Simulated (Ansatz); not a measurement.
## Property card for TiAl3Ni2

The calculation used DFT PBE, scalar-relativistic, plane waves, PAW in Ansatz 0.2.0.

Cutoff 420 eV; k points 14×14×4 on the computed 6-atom cell (Γ-centred); Gaussian smearing, width 0.10 eV; no spin polarisation.

The structure is relaxed at this level of theory with its symmetry kept, and needn't be the ground state of this composition.

```
CELL_PARAMETERS angstrom
2.88100 0.00000 0.00000
0.00000 2.88100 0.00000
0.00000 0.00000 9.73427
ATOMIC_POSITIONS crystal
Ti 0.50000 0.50000 0.50000
Al 0.00000 0.00000 0.00000
Al 0.00000 0.00000 0.29813
Al 0.00000 0.00000 0.70187
Ni 0.50000 0.50000 0.14856
Ni 0.50000 0.50000 0.85144
```

**Question.** Formation energy from the elements' standard states (uncorrected)?

**Answer.** -0.576 eV/atom.

**Question.** Kohn–Sham band gap?

**Answer.** none (metal).

**Question.** Density of states at the Fermi level?

**Answer.** 3.1 states/eV per cell.

**Question.** Orbital (Löwdin) character within 0.5 eV of the Fermi level?

**Answer.** Ti 3d 39 %, Ni 3d 32 %, Al 3p 21 %.

**Question.** Bader charge by site (e)?

**Answer.** Ti (1 in the cell) 0.67, Al (1 in the cell) 1.70, Al (2 in the cell) 0.57, Ni (2 in the cell) -1.75.

A magnetic start lost its moments in a first run, so spin was left out; other magnetic orders weren't tried.

The cell was found from a structure generator's guess, not taken from experiment. Löwdin shares on free-atom orbitals overweight diffuse shells.
